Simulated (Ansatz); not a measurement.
A relaxation computed with Ansatz, from input to last step.

```yaml
crystal:
  lattice:
    - [-6.64691818, -6.64691818, 0.0]
    - [0.0, 6.64691818, 6.64691818]
    - [-6.64691818, 6.64691818, -6.64691818]
  atoms:
    - { symbol: Ge, position: [0.1703838708, 0.334959128, 0.3321085375] }
    - { symbol: Ge, position: [0.0007166743, 0.5023040486, 0.0023613153] }
    - { symbol: Ge, position: [0.1648567861, 0.328615431, 0.5818453475] }
    - { symbol: Sn, position: [0.5011773435, 0.0031655078, 0.0006907225] }
    - { symbol: Sn, position: [0.9990593438, 0.9974323695, 0.0003231677] }
    - { symbol: Sn, position: [0.8330297558, 0.1678066336, 0.6663737169] }
    - { symbol: Sn, position: [0.331195394, 0.1679351555, 0.6660430097] }
    - { symbol: Sn, position: [0.6691704665, 0.8400528981, 0.3321907733] }
    - { symbol: Sn, position: [0.1660846979, 0.8370142697, 0.3346198479] }
    - { symbol: Sn, position: [0.32893367, 0.1668455512, 0.9172792799] }
    - { symbol: Sn, position: [0.835041908, 0.1668905792, 0.9197864197] }
    - { symbol: Sn, position: [0.502037142, 0.5029676998, 0.2489581893] }
    - { symbol: Sn, position: [0.3372738778, 0.6676727687, 0.9172562875] }
    - { symbol: Sn, position: [0.8387632045, 0.6690981511, 0.9191230261] }
    - { symbol: Sn, position: [0.6668220563, 0.8318898947, 0.5856535923] }
    - { symbol: Sn, position: [0.1670308034, 0.8320089933, 0.58406962] }
    - { symbol: Sn, position: [0.5003975845, 0.9994902914, 0.2505393964] }
    - { symbol: Sn, position: [0.0003865599, 0.998724132, 0.2523688571] }
    - { symbol: Pb, position: [0.6696412548, 0.3304902819, 0.3303139899] }
    - { symbol: Pb, position: [0.4991152874, 0.4997520764, 0.0027136794] }
    - { symbol: Pb, position: [0.8321705733, 0.6674343705, 0.6667680551] }
    - { symbol: Pb, position: [0.3355795515, 0.6681229716, 0.6693133845] }
    - { symbol: Pb, position: [0.6629130909, 0.3325048612, 0.5817562199] }
    - { symbol: Pb, position: [0.002616228, 0.5010868969, 0.2518795746] }
  symmetry: { detect: false }
basis:
  ecutwfc: 420
kpoints:
  mp_grid: { grid: [2, 2, 1], shift: [0.5, 0.5, 0.0] }
hamiltonian:
  xc: pbe
scf:
  occupations: { method: gaussian, width: 0.1 }
  lower_state_search: "off"
output:
  forces: true
  stress: true
  eigenvalues: true
relax:
  adjacent_minimum: "off"
  f_tol: 0.04
  max_steps: 50
  cell: { stress_tol: 0.3 }
```

```bash
ansatz run input.yaml --threads 4 --pin off --max-ram 9216MiB --backend cpu --events-out ev --progress --plain --runs-dir out
```

Method: Ansatz, DFT PBE, scalar-relativistic, plane waves, PAW.

Of 6 frames 5 are shown, positions in Å and forces in eV/Å; the SCF threshold varies from step to step. Steps run on the plane waves of an earlier cell, with a Pulay correction in the pressure. The basis is chosen afresh for the last frame, the zero of the energies, and at times for earlier ones too; energy and pressure can step there, also at an unchanged geometry. Where two frames share a geometry here, they differ by under 2 meV/atom and 0.3 GPa. The mark taken_back stands on steps that the optimiser undid.

```xyz
24
Lattice="-6.6469 -6.6469 0.0000 0.0000 6.6469 6.6469 -6.6469 6.6469 -6.6469" Properties=species:S:1:pos:R:3:forces:R:3 pbc="T T T" step=1 free_energy_over_end_meV_per_atom=46.74 pressure_GPa=0.44
Ge   -3.3400    3.3014    0.0189   -0.4388    0.0908   -0.5320
Ge   -0.0205    3.3497    3.3231    0.0181   -0.3444    0.1162
Ge   -4.9633    4.9560   -1.6832    0.3628   -0.2178    0.3417
Sn   -3.3359   -3.3057    0.0164    0.1115    0.0055   -0.0343
Sn   -6.6428   -0.0087    6.6277   -0.2495    0.2456   -0.0334
Sn   -9.9664    0.0076   -3.3139   -0.6245   -0.4884    0.0617
Sn   -6.6286    3.3420   -3.3109    0.5257    0.5044   -0.0233
Sn   -6.6560    3.3439    3.3757   -0.1100    0.0044   -0.4614
Sn   -3.3281    6.6838    3.3394   -0.3783   -0.0284    0.0046
Sn   -8.2835    5.0197   -4.9881    0.1018   -0.3442   -0.0846
Sn  -11.6642    1.6726   -5.0044   -0.2411    0.3183    0.6141
Sn   -4.9918    1.6610    1.6884    0.0657    0.8247   -0.5716
Sn   -8.3388    8.2931   -1.6590    0.4140    1.0044   -0.3796
Sn  -11.6845    4.9816   -1.6619   -0.3197   -0.4049   -0.5315
Sn   -8.3251    4.9900    1.6367    0.1604    0.0148    0.7187
Sn   -4.9925    8.3023    1.6480    0.0265    0.0951    0.4240
Sn   -4.9914    4.9827    4.9782    0.4886   -0.1096   -0.1340
Sn   -1.6800    8.3133    4.9610   -0.2534    0.3608    0.7537
Pb   -6.6466   -0.0587    0.0012    0.4536    0.3325    0.0637
Pb   -3.3356    0.0223    3.3038   -0.0187   -0.2929    0.1442
Pb   -9.9633    3.3370    0.0044   -0.3770    0.0282   -0.0278
Pb   -6.6794    6.6593   -0.0079    0.6449   -0.5445   -0.4933
Pb   -8.2732    1.6707   -1.6568   -0.0790   -0.0341   -0.2914
Pb   -1.6916    4.9875    1.6565   -0.2834   -1.0205    0.3556
24
Lattice="-6.7258 -6.5774 0.0576 -0.0574 6.5772 6.7237 -6.6590 6.5682 -6.6572" Properties=species:S:1:pos:R:3:forces:R:3 pbc="T T T" step=2 free_energy_over_end_meV_per_atom=8.78 pressure_GPa=-0.33
Ge   -3.4525    3.2877   -0.0459   -0.1644    0.2469   -0.2361
Ge   -0.0487    3.2465    3.3685   -0.0394    0.0106   -0.1033
Ge   -4.9327    4.8596   -1.5972    0.2640   -0.2050    0.1606
Sn   -3.3570   -3.2971    0.0557    0.0825   -0.1906    0.1421
Sn   -6.8135    0.0288    6.7617    0.0296    0.0248    0.0305
Sn  -10.1818   -0.0944   -3.2369    0.0785    0.0035    0.0789
Sn   -6.5658    3.3905   -3.2723   -0.0232   -0.0961    0.2085
Sn   -6.7773    3.2901    3.4208    0.0779   -0.1765    0.3131
Sn   -3.4283    6.6014    3.4264    0.3822   -0.0175    0.0903
Sn   -8.3041    4.9086   -4.9811    0.0340    0.2088    0.0110
Sn  -11.7970    1.7033   -4.8471   -0.0119   -0.1771   -0.0843
Sn   -5.0256    1.8019    1.6536    0.0928   -0.0350    0.0086
Sn   -8.3241    8.3554   -1.6583    0.0883   -0.3246    0.1261
Sn  -11.8861    4.8693   -1.6641   -0.1971    0.2247    0.0032
Sn   -8.4130    4.9526    1.8397   -0.2036    0.2979   -0.3523
Sn   -5.0677    8.2271    1.7875   -0.0966   -0.0674   -0.1579
Sn   -5.0130    4.8983    5.0565   -0.2855    0.0858    0.0358
Sn   -1.8029    8.3058    5.1539   -0.0570    0.0045   -0.2093
Pb   -6.6538   -0.0399    0.0858   -0.1547   -0.2560    0.0993
Pb   -3.4046   -0.0015    3.3779    0.0515    0.1657   -0.0833
Pb  -10.1418    3.3076    0.0995    0.2463   -0.0856    0.0553
Pb   -6.6348    6.4871   -0.0367   -0.1617    0.0796    0.1335
Pb   -8.3700    1.6540   -1.6760   -0.0837    0.0085   -0.0683
Pb   -1.7758    4.7533    1.7419    0.0515    0.2701   -0.2022
24
Lattice="-6.8753 -6.2587 0.2439 -0.2397 6.2545 6.8527 -6.5880 6.2152 -6.5738" Properties=species:S:1:pos:R:3:forces:R:3 pbc="T T T" step=3 free_energy_over_end_meV_per_atom=8.87 pressure_GPa=-0.15 taken_back
Ge   -3.5222    3.0686   -0.0034   -0.1503    0.2192   -0.0900
Ge   -0.2081    3.0512    3.3700    0.0596   -0.0039    0.0257
Ge   -4.9489    4.6569   -1.4564    0.0793   -0.2756    0.1016
Sn   -3.3550   -3.2505    0.2098    0.0252   -0.0786    0.0332
Sn   -7.1705    0.0289    7.0687    0.1003   -0.0498    0.0605
Sn  -10.2791   -0.1376   -2.9793   -0.0440   -0.0313    0.0901
Sn   -6.5676    3.1475   -3.0789    0.0514    0.1043   -0.0029
Sn   -7.0289    3.1460    3.6712    0.1029   -0.0055    0.0039
Sn   -3.5061    6.1741    3.6490   -0.0170   -0.0128    0.0248
Sn   -8.2846    4.7160   -4.7838   -0.0887   -0.0571   -0.0707
Sn  -11.9015    1.5891   -4.5860    0.0036    0.0971   -0.0646
Sn   -5.1793    1.7834    1.8238    0.0464    0.0883   -0.0149
Sn   -8.3533    7.8677   -1.4055   -0.0854    0.0660    0.0008
Sn  -12.1577    4.6849   -1.4019   -0.0511   -0.0318   -0.0595
Sn   -8.7338    4.7751    2.0380   -0.0356   -0.0668   -0.0242
Sn   -5.1572    7.8097    2.0101   -0.0647    0.0309   -0.0066
Sn   -5.2515    4.6579    5.3662   -0.0215   -0.0844   -0.0885
Sn   -1.9528    7.9659    5.2378   -0.0430    0.0791    0.0414
Pb   -6.7902   -0.1221    0.3146    0.0677    0.0587   -0.0089
Pb   -3.5716    0.0028    3.5260    0.0400    0.0430    0.0922
Pb  -10.3851    3.0550    0.3354   -0.0110    0.0610    0.0276
Pb   -6.7383    6.0706    0.2576    0.0969    0.0349   -0.0563
Pb   -8.4813    1.5873   -1.4507    0.0214   -0.0214   -0.0455
Pb   -1.8841    4.5894    1.7313   -0.0824   -0.1635    0.0306
24
Lattice="-6.7777 -6.4251 0.0801 -0.0813 6.4263 6.7754 -6.6625 6.3900 -6.6579" Properties=species:S:1:pos:R:3:forces:R:3 pbc="T T T" step=4 free_energy_over_end_meV_per_atom=0.43 pressure_GPa=-0.05
Ge   -3.4913    3.2333   -0.0764    0.0153   -0.0329    0.0233
Ge   -0.0911    3.1602    3.3548   -0.0382   -0.0099   -0.0329
Ge   -4.9228    4.7100   -1.5482   -0.0364    0.0368   -0.0440
Sn   -3.3428   -3.2822    0.1093    0.0376   -0.0423    0.0314
Sn   -6.9042    0.0494    6.8320   -0.0120    0.0050    0.0018
Sn  -10.2336   -0.1338   -3.1803    0.0026    0.0149   -0.0071
Sn   -6.5745    3.2804   -3.2176   -0.0122   -0.0317    0.0136
Sn   -6.8382    3.2206    3.4865    0.0018   -0.0014   -0.0015
Sn   -3.4006    6.4073    3.5047    0.0162    0.0030    0.0042
Sn   -8.3178    4.8074   -4.9454    0.0004    0.0353    0.0315
Sn  -11.8519    1.6083   -4.8191    0.0055   -0.0306    0.0040
Sn   -5.0564    1.7978    1.6702    0.0205   -0.0189    0.0324
Sn   -8.3156    8.0914   -1.5886    0.0167   -0.0638    0.0063
Sn  -12.0061    4.7805   -1.6470   -0.0400    0.0567   -0.0350
Sn   -8.5218    4.8657    1.8438   -0.0224    0.0231   -0.0463
Sn   -5.0790    8.0150    1.8441    0.0121   -0.0227   -0.0037
Sn   -5.0747    4.7714    5.1540   -0.0261    0.0030    0.0263
Sn   -1.8371    8.1494    5.1759    0.0336   -0.0137   -0.0287
Pb   -6.7044   -0.0731    0.1437   -0.0319   -0.0239    0.0155
Pb   -3.4407    0.0389    3.4103    0.0151    0.0505   -0.0045
Pb  -10.2125    3.2029    0.1165    0.0252   -0.0114   -0.0027
Pb   -6.6440    6.2917    0.0445   -0.0254    0.0409    0.0378
Pb   -8.4191    1.5937   -1.6506   -0.0002   -0.0154   -0.0020
Pb   -1.8132    4.6602    1.7099    0.0420    0.0493   -0.0197
24
Lattice="-6.7796 -6.3980 0.0902 -0.0926 6.4004 6.7760 -6.6657 6.3743 -6.6574" Properties=species:S:1:pos:R:3:forces:R:3 pbc="T T T" step=6 free_energy_over_end_meV_per_atom=0.00 pressure_GPa=0.00
Ge   -3.4942    3.2191   -0.0829   -0.0023    0.0106   -0.0115
Ge   -0.1161    3.1403    3.3342   -0.0058    0.0018    0.0019
Ge   -4.9407    4.7039   -1.5500   -0.0008   -0.0194    0.0078
Sn   -3.3211   -3.2892    0.1372   -0.0076    0.0112   -0.0086
Sn   -6.9264    0.0483    6.8446   -0.0003   -0.0002   -0.0022
Sn  -10.2441   -0.1319   -3.1777   -0.0028   -0.0136    0.0138
Sn   -6.5817    3.2563   -3.2088    0.0057    0.0065   -0.0047
Sn   -6.8493    3.2314    3.4842    0.0042    0.0049   -0.0032
Sn   -3.4045    6.3734    3.5215   -0.0014   -0.0075    0.0102
Sn   -8.3203    4.8076   -4.9186   -0.0035   -0.0137   -0.0036
Sn  -11.8608    1.6036   -4.8095    0.0058    0.0028   -0.0003
Sn   -5.0563    1.8039    1.6837    0.0104    0.0120   -0.0087
Sn   -8.3106    8.0592   -1.5733    0.0127    0.0064   -0.0012
Sn  -12.0449    4.7908   -1.6659   -0.0078   -0.0102   -0.0006
Sn   -8.5537    4.8536    1.8279   -0.0102   -0.0047    0.0010
Sn   -5.0690    7.9890    1.8543    0.0127    0.0109    0.0087
Sn   -5.0795    4.7424    5.1854    0.0013   -0.0042   -0.0059
Sn   -1.8334    8.1267    5.1651   -0.0064    0.0056    0.0036
Pb   -6.7052   -0.0683    0.1581    0.0089    0.0065    0.0062
Pb   -3.4439    0.0578    3.4225   -0.0049    0.0076    0.0126
Pb  -10.2423    3.2003    0.0942   -0.0080   -0.0017   -0.0104
Pb   -6.6488    6.2794    0.0689    0.0213   -0.0038    0.0044
Pb   -8.4292    1.5806   -1.6414    0.0045   -0.0068    0.0003
Pb   -1.8199    4.6568    1.6982   -0.0257   -0.0012   -0.0099
```

Time: 2.2 min on 4 threads of Arm Neoverse V2 (shared host), peak memory 2 GiB.

The k mesh is coarse. Spin–orbit coupling is left out, which can shift energies with elements as heavy as these.